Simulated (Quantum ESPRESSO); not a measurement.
# Ti3TaRu3Sc: one run as intended and one with a planted mistake

A calculation, not a measurement. The program is pw.x of Quantum ESPRESSO 7.5 (plane-wave density functional theory). The cell is made up: eight metal atoms on a hexagonal close-packed lattice, with elements, volume, strain and displacements drawn at random and not relaxed, so it may be unstable or far from any real phase. PseudoDojo standard norm-conserving files set the functional (PBE unless stated); there is no spin polarisation or spin-orbit coupling, the Fermi-Dirac width of 0.25 eV means electrons at about 2900 K, and the masses in the input are unused placeholders. Heavy elements are run without spin-orbit coupling, which real alloys of them have. A spin test at this wide smearing found no moment, but such smearing suppresses magnetism that the real alloy may have.

Intended input:

```
&control calculation='scf', pseudo_dir='./dojo.nc.sr.pbe.v0_5.standard.upf', outdir='./o', disk_io='minimal', tprnfor=.true., tstress=.true. /
&system ibrav=0, nat=8, ntyp=4, nbnd=72, ecutwfc=84.00895049, nosym=.true., tot_charge=0,
 occupations='smearing', smearing='fd', degauss=0.0183746611
/
&electrons conv_thr=1.470e-08, electron_maxstep=70, mixing_beta=0.5 /
ATOMIC_SPECIES
Ru 1.0 Ru.upf
Sc 1.0 Sc.upf
Ta 1.0 Ta.upf
Ti 1.0 Ti.upf
CELL_PARAMETERS angstrom
2.9873 0.0393 -0.012
0.0681 5.2576 0.0654
-0.0378 0.1193 9.2915
ATOMIC_POSITIONS angstrom
Ti -0.0219 -0.0204 0.0322
Ti -0.0979 0.027 4.6886
Ta 0.0487 1.8603 2.3413
Ru -0.0375 1.742 6.8948
Ru 1.5592 2.6036 -0.0195
Sc 1.5305 2.7263 4.6726
Ti 1.4761 4.4473 2.4402
Ru 1.437 4.4546 7.0848
K_POINTS automatic
8 5 3 1 1 1
```

The log is shortened where brackets say so; the opening notice, blank lines, dates and the lines on written files are dropped, and the path of the files is cut. It prints rydbergs, bohrs and kilobars, and counts compression as positive stress. Its total energy is the free energy E - TS of the whole cell.

Log of the intended run:

```
     Program PWSCF v.7.5
     Parallel version (MPI & OpenMP), running on       4 processor cores
     Number of MPI processes:                 4
     Threads/MPI process:                     1
     [start-up lines left out]
     bravais-lattice index     =            0
     lattice parameter (alat)  =       5.6457  a.u.
     unit-cell volume          =     984.4592 (a.u.)^3
     number of atoms/cell      =            8
     number of atomic types    =            4
     number of electrons       =       108.00
     number of Kohn-Sham states=           72
     kinetic-energy cutoff     =      84.0090  Ry
     charge density cutoff     =     336.0358  Ry
     scf convergence threshold =      1.5E-08
     mixing beta               =       0.5000
     number of iterations used =            8  plain     mixing
     Exchange-correlation= PBE
                           (   1   4   3   4   0   0   0)
     [axes and pseudopotential details left out]
   Cartesian axes
     site n.     atom                  positions (alat units)
         1        Ti     tau(   1) = (  -0.0073303  -0.0068283   0.0107779  )
         2        Ti     tau(   2) = (  -0.0327690   0.0090374   1.5693625  )
         3        Ta     tau(   3) = (   0.0163008   0.6226773   0.7836771  )
         4        Ru     tau(   4) = (  -0.0125520   0.5830801   2.3078190  )
         5        Ru     tau(   5) = (   0.5218935   0.8714738  -0.0065270  )
         6        Sc     tau(   6) = (   0.5122871   0.9125438   1.5640070  )
         7        Ti     tau(   7) = (   0.4940784   1.4885948   0.8167808  )
         8        Ru     tau(   8) = (   0.4809909   1.4910383   2.3714156  )
     number of k points=    60  Fermi-Dirac smearing, width (Ry)=  0.0184
                       cart. coord. in units 2pi/alat
        k(    1) = (   0.0619910   0.0553602   0.0531313), wk =   0.0333333
        k(    2) = (   0.0610946   0.0580388  -0.1612663), wk =   0.0333333
     [further k points left out]
     Dense  grid:   102427 G-vectors     FFT dimensions: (  36,  60, 108)
     Estimated max dynamical RAM per process >     395.37 MB
     Estimated total dynamical RAM >       1.47 GB
     Initial potential from superposition of free atoms
     starting charge     107.9894, renormalised to     108.0000
     Starting wfcs are   80 randomized atomic wfcs
     total cpu time spent up to now is        7.7 secs
     per-process dynamical memory:   308.0 Mb
     Self-consistent Calculation
     iteration #  1     ecut=    84.01 Ry     beta= 0.50
     Davidson diagonalization with overlap
     ethr =  1.00E-02,  avg # of iterations =  2.5
     total cpu time spent up to now is       25.0 secs
     total energy              =   -1181.17365241 Ry
     estimated scf accuracy    <      12.21401034 Ry
     iteration #  2     ecut=    84.01 Ry     beta= 0.50
     Davidson diagonalization with overlap
     ethr =  1.00E-02,  avg # of iterations =  6.0
     total cpu time spent up to now is       50.0 secs
     total energy              =   -1186.24682237 Ry
     estimated scf accuracy    <     169.22182156 Ry
     [iterations 3 to 27 left out]
     iteration # 28     ecut=    84.01 Ry     beta= 0.50
     Davidson diagonalization with overlap
     ethr =  3.70E-11,  avg # of iterations =  1.8
     total cpu time spent up to now is      489.8 secs
     total energy              =   -1189.59963647 Ry
     estimated scf accuracy    <       0.00000007 Ry
     iteration # 29     ecut=    84.01 Ry     beta= 0.50
     Davidson diagonalization with overlap
     ethr =  3.70E-11,  avg # of iterations =  1.0
     total cpu time spent up to now is      503.7 secs
     End of self-consistent calculation
     [lines on levels left out]
!    total energy              =   -1189.59963647 Ry
     estimated scf accuracy    <          9.7E-09 Ry
     smearing contrib. (-TS)   =      -0.17694539 Ry
     internal energy E=F+TS    =   -1189.42269108 Ry
     The total energy is F=E-TS. E is the sum of the following terms:
     one-electron contribution =    -378.87302286 Ry
     hartree contribution      =     233.94740467 Ry
     xc contribution           =    -199.93861225 Ry
     ewald contribution        =    -844.55846064 Ry
     convergence has been achieved in  29 iterations
     Forces acting on atoms (cartesian axes, Ry/au):
     atom    1 type  4   force =    -0.00525005   -0.01046095   -0.06741670
     atom    2 type  4   force =    -0.00027408    0.02359203    0.04282532
     atom    3 type  3   force =    -0.00006296   -0.00871770   -0.06469690
     atom    4 type  1   force =     0.00272811   -0.00947926    0.04202086
     atom    5 type  1   force =    -0.00359885   -0.00263633   -0.00893305
     atom    6 type  2   force =    -0.00512719   -0.01444575    0.06193036
     atom    7 type  4   force =     0.00752392    0.01269067   -0.01234682
     atom    8 type  1   force =     0.00406109    0.00945728    0.00661694
     Total force =     0.133743     Total SCF correction =     0.000256
     Computing stress (Cartesian axis) and pressure
          total   stress  (Ry/bohr**3)                   (kbar)     P=     -125.99
  -0.00073517  -0.00004888   0.00000594         -108.15       -7.19        0.87
  -0.00004888  -0.00097077   0.00000601           -7.19     -142.81        0.88
   0.00000594   0.00000601  -0.00086341            0.87        0.88     -127.01
     init_run     :      7.00s CPU      7.33s WALL (       1 calls)
     electrons    :    485.35s CPU    496.00s WALL (       1 calls)
     forces       :      2.81s CPU      2.81s WALL (       1 calls)
     stress       :      9.69s CPU      9.69s WALL (       1 calls)
     [timing details left out]
     PWSCF        :   8m25.25s CPU   8m36.26s WALL
     JOB DONE.
```

A second run has one planted mistake: two atoms have their elements exchanged. The input lines that differ:

```
- Ti -0.0979 0.027 4.6886
+ Ru -0.0979 0.027 4.6886
- Ru 1.5592 2.6036 -0.0195
+ Ti 1.5592 2.6036 -0.0195
```

Its log:

```
     Program PWSCF v.7.5
     Parallel version (MPI & OpenMP), running on       4 processor cores
     Number of MPI processes:                 4
     Threads/MPI process:                     1
     [start-up lines left out]
     bravais-lattice index     =            0
     lattice parameter (alat)  =       5.6457  a.u.
     unit-cell volume          =     984.4592 (a.u.)^3
     number of atoms/cell      =            8
     number of atomic types    =            4
     number of electrons       =       108.00
     number of Kohn-Sham states=           72
     kinetic-energy cutoff     =      84.0090  Ry
     charge density cutoff     =     336.0358  Ry
     scf convergence threshold =      1.5E-08
     mixing beta               =       0.5000
     number of iterations used =            8  plain     mixing
     Exchange-correlation= PBE
                           (   1   4   3   4   0   0   0)
     [axes and pseudopotential details left out]
   Cartesian axes
     site n.     atom                  positions (alat units)
         1        Ti     tau(   1) = (  -0.0073303  -0.0068283   0.0107779  )
         2        Ru     tau(   2) = (  -0.0327690   0.0090374   1.5693625  )
         3        Ta     tau(   3) = (   0.0163008   0.6226773   0.7836771  )
         4        Ru     tau(   4) = (  -0.0125520   0.5830801   2.3078190  )
         5        Ti     tau(   5) = (   0.5218935   0.8714738  -0.0065270  )
         6        Sc     tau(   6) = (   0.5122871   0.9125438   1.5640070  )
         7        Ti     tau(   7) = (   0.4940784   1.4885948   0.8167808  )
         8        Ru     tau(   8) = (   0.4809909   1.4910383   2.3714156  )
     number of k points=    60  Fermi-Dirac smearing, width (Ry)=  0.0184
                       cart. coord. in units 2pi/alat
        k(    1) = (   0.0619910   0.0553602   0.0531313), wk =   0.0333333
        k(    2) = (   0.0610946   0.0580388  -0.1612663), wk =   0.0333333
     [further k points left out]
     Dense  grid:   102427 G-vectors     FFT dimensions: (  36,  60, 108)
     Estimated max dynamical RAM per process >     395.37 MB
     Estimated total dynamical RAM >       1.47 GB
     Initial potential from superposition of free atoms
     starting charge     107.9894, renormalised to     108.0000
     Starting wfcs are   80 randomized atomic wfcs
     total cpu time spent up to now is        5.0 secs
     per-process dynamical memory:   316.5 Mb
     Self-consistent Calculation
     iteration #  1     ecut=    84.01 Ry     beta= 0.50
     Davidson diagonalization with overlap
     ethr =  1.00E-02,  avg # of iterations =  2.5
     total cpu time spent up to now is       15.3 secs
     total energy              =   -1183.35814851 Ry
     estimated scf accuracy    <       9.15892114 Ry
     iteration #  2     ecut=    84.01 Ry     beta= 0.50
     Davidson diagonalization with overlap
     ethr =  8.48E-03,  avg # of iterations =  5.6
     total cpu time spent up to now is       29.7 secs
     total energy              =   -1184.39935194 Ry
     estimated scf accuracy    <     172.66123804 Ry
     [iterations 3 to 24 left out]
     iteration # 25     ecut=    84.01 Ry     beta= 0.50
     Davidson diagonalization with overlap
     ethr =  2.73E-11,  avg # of iterations =  2.3
     total cpu time spent up to now is      257.6 secs
     total energy              =   -1189.62088145 Ry
     estimated scf accuracy    <       0.00000002 Ry
     iteration # 26     ecut=    84.01 Ry     beta= 0.50
     Davidson diagonalization with overlap
     ethr =  1.71E-11,  avg # of iterations =  2.3
     total cpu time spent up to now is      266.5 secs
     End of self-consistent calculation
     [lines on levels left out]
!    total energy              =   -1189.62088145 Ry
     estimated scf accuracy    <          2.2E-09 Ry
     smearing contrib. (-TS)   =      -0.17572557 Ry
     internal energy E=F+TS    =   -1189.44515588 Ry
     The total energy is F=E-TS. E is the sum of the following terms:
     one-electron contribution =    -378.80969954 Ry
     hartree contribution      =     233.90233152 Ry
     xc contribution           =    -199.93865447 Ry
     ewald contribution        =    -844.59913339 Ry
     convergence has been achieved in  26 iterations
     Forces acting on atoms (cartesian axes, Ry/au):
     atom    1 type  4   force =    -0.00226067   -0.00016083   -0.04049953
     atom    2 type  1   force =    -0.00013170    0.01797607    0.00309977
     atom    3 type  3   force =     0.00087784   -0.03620769   -0.03886167
     atom    4 type  1   force =     0.00032309   -0.01167169    0.03274370
     atom    5 type  4   force =    -0.00389045    0.01118907   -0.04904851
     atom    6 type  2   force =    -0.00331050   -0.01310073    0.08507665
     atom    7 type  4   force =     0.00686229    0.02414429    0.00867907
     atom    8 type  1   force =     0.00153009    0.00783152   -0.00118947
     Total force =     0.129405     Total SCF correction =     0.000242
     Computing stress (Cartesian axis) and pressure
          total   stress  (Ry/bohr**3)                   (kbar)     P=     -127.49
  -0.00074115  -0.00006909   0.00003511         -109.03      -10.16        5.17
  -0.00006909  -0.00101759   0.00000597          -10.16     -149.69        0.88
   0.00003511   0.00000597  -0.00084118            5.17        0.88     -123.74
     init_run     :      4.76s CPU      4.95s WALL (       1 calls)
     electrons    :    255.41s CPU    261.48s WALL (       1 calls)
     forces       :      1.71s CPU      1.73s WALL (       1 calls)
     stress       :      5.90s CPU      5.90s WALL (       1 calls)
     [timing details left out]
     PWSCF        :   4m27.87s CPU   4m34.20s WALL
     JOB DONE.
```

```
                                            intended run  run with the mistake
                          free energy (eV)    -16185.328            -16185.617
         entropy term -TS, part of it (eV)        -2.407                -2.391
                            pressure (GPa)        -12.60                -12.75
size of the largest force component (eV/Å)         1.733                 2.187
largest change of a force component (eV/Å)                               1.031
                                iterations            29                    26
```

For scale, a rerun of the intended cell at a higher cutoff and on a denser mesh moved values by no more than 0.002 eV in energy, 0.03 GPa in stress and 0.006 eV/Å in force, and a second program with other atomic files agreed on that cell to 2 % rms in force and 0.5 GPa in pressure.